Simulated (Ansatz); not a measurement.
MoP:
```cif
data_MoP
_chemical_formula_sum 'Mo1 P1'
_space_group_name_H-M_alt 'P-6m2'
_space_group_IT_number 187
_space_group_name_Hall 'P -6 2'
_cell_length_a 3.19145
_cell_length_b 3.19145
_cell_length_c 3.15680
_cell_angle_alpha 90.000
_cell_angle_beta 90.000
_cell_angle_gamma 120.000
loop_
_atom_site_label
_atom_site_type_symbol
_atom_site_symmetry_multiplicity
_atom_site_Wyckoff_symbol
_atom_site_fract_x
_atom_site_fract_y
_atom_site_fract_z
_atom_site_occupancy
Mo1 Mo 1 a 0.00000 0.00000 0.00000 1
P1 P 1 d 0.33333 0.66667 0.50000 1
```

Relaxed at zero pressure with LDA in the plane-wave PAW code Ansatz.

The volume is raised by 9 % and shape and atoms relax at that volume. What pressure results, and how do the axes share the change?

-17.3 GPa; a 3.5 %, b 3.5 %, c 1.7 %; the energy rises by 73 meV/atom.

Give the new structure.


Space group P-6m2 (No. 187); a = b = 3.3043 Å, c = 3.2099 Å, α = β = 90.00°, γ = 120.00°

| atom | site | symmetry | x | y | z |
|---|---|---|---|---|---|
| Mo | 1a | -6m2 | 0.0000 | 0.0000 | 0.0000 |
| P | 1d | -6m2 | 0.3333 | 0.6667 | 0.5000 |

The phase is kept; no other phase was compared at this pressure.

Symmetry was held in the LDA relaxation. The run is not spin-polarised.

Potentials: the earlier of the program's two PAW sets. The files were generated under PBE; for other functionals the program regenerates the frozen cores, and for LDA and PBEsol the local potential too.
